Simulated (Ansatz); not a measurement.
Relaxed-ion elastic tensor of KAu₅ in space group P6/mmm (No. 191; Au on 3g, Au on 2c, K on 1a) in GPa (Voigt order), DFT-PBEsol in the program Ansatz with PAW potentials; density 13.63 g/cm³, 20.79 Å³ per atom.

```tsv
	1	2	3	4	5	6
1	130	62.1	87.3	0.0	0.0	0.0
2	62.1	130	87.3	0.0	0.0	0.0
3	87.3	87.3	210	0.0	0.0	0.0
4	0.0	0.0	0.0	38.5	0.0	0.0
5	0.0	0.0	0.0	0.0	38.5	0.0
6	0.0	0.0	0.0	0.0	0.0	34.0
```

**Question.** Is the crystal mechanically stable?

**Answer.** Yes: the smallest eigenvalue of C is 34.0 GPa.

**Question.** Work out the Voigt, Reuss and Hill averages.

**Answer.** K_V = 105, K_R = 95.5, K_H = 100; G_V = 37.7, G_R = 36.8, G_H = 37.3 GPa.

**Question.** Give Young's modulus, Poisson's ratio, Pugh's ratio and the universal anisotropy index.

**Answer.** E = 9KG/(3K + G) = 99.4 GPa; ν = 0.33; K/G = 2.69 (ductile by the Pugh limit of 1.75); A_U = 5G_V/G_R + K_V/K_R − 6 = 0.23.

**Question.** Estimate the sound speeds and the Debye temperature.

**Answer.** v_l = √((K + 4G/3)/ρ) = 3320 m/s, v_t = √(G/ρ) = 1650 m/s, mean 1850 m/s; Θ = (h/k)(3n/4πV)^(1/3) v_m = 201 K.

**Question.** Solve the Christoffel equation for the three sound speeds along x, y, z.

**Answer.** Eigenvalues of C_ijkl n_j n_l equal ρv². In km/s, slowest first: x 1.58, 1.68, 3.09; y 1.58, 1.68, 3.09; z 1.68, 1.68, 3.92.

**Question.** How much does each axis shrink under pressure?

**Answer.** Linear compressibilities β_i = Σ_j S_ij (j = 1 to 3): x 4.9, y 4.9, z 0.70 per TPa.

The workflow started from an entry of the Crystallography Open Database (COD). Whether it is the stable phase at ambient conditions was not checked. The PBEsol relaxation kept the symmetry of its start; whether a distortion lowers the energy is not shown. As this level gives no gap, shear constants depend on the k-mesh and smearing (Fermi–Dirac, 0.1 eV here). Spin–orbit coupling is left out wherever it is not named.

Potentials: the later of the program's two PAW sets.
